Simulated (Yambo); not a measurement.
Yambo run on CdI₂ (CdI2 type, space group P-3m1, No. 164). The wavefunctions are PBEsol (Quantum ESPRESSO, PseudoDojo norm-conserving, 102 Ry, with spin-orbit coupling) ones on a 3×3×2 mesh (34 occupied bands); a = 4.2421 Å, b = 4.2421 Å, c = 6.8172 Å, α = 90.00°, β = 90.00°, γ = 120.00°.

Yambo input:

```
rim_cut
gw0
dyson
el_el_corr
HF_and_locXC
ppa
em1d
RandQpts= 1000000
RandGvec= 1 Ry
EXXRLvcs= 102 Ry
VXCRLvcs= 408 Ry
Chimod= "HARTREE"
% BndsRnXp
 9 | 244 |
%
NGsBlkXp= 6 Ry
% LongDrXp
 1.0 | 1.0 | 1.0 |
%
PPAPntXp= 27.2114 eV
% GbndRnge
 1 | 244 |
%
GTermKind= "none"
DysSolver= "n"
ExtendOut
% QPkrange
 1 | 1 | 34 | 35 |
 2 | 2 | 34 | 34 |
%
```

k points by index: 1 = Γ, 2 = A.

The o-*.qp file then holds:

```
#    K-point    Band    Eo [eV]    E [eV]    E-Eo [eV]    Vxc [eV]    Vnlxc [eV]    Sc|Eo [eV]    Sc|E [eV]    dSc/dw|Eo [eV]    Re(Z)    Im(Z)
#
    1    34    -0.158805    -0.732282    -0.573477    -11.55929    -14.01116    1.731771    1.878398    -6.956050    0.796410    -0.001555
    1    35    1.990440    2.669951    0.679511    -10.59436    -6.515455    -3.247792    -3.399394    -6.070015    0.817613    -0.001325
    2    34    0.000000    -0.579413    -0.579413    -12.33958    -14.91597    1.850177    1.996979    -6.893051    0.797881    -0.001499
```
(The two width columns are left out.) Convergence of these settings isn't established.

Geometry relaxed with PBE+D3(BJ).
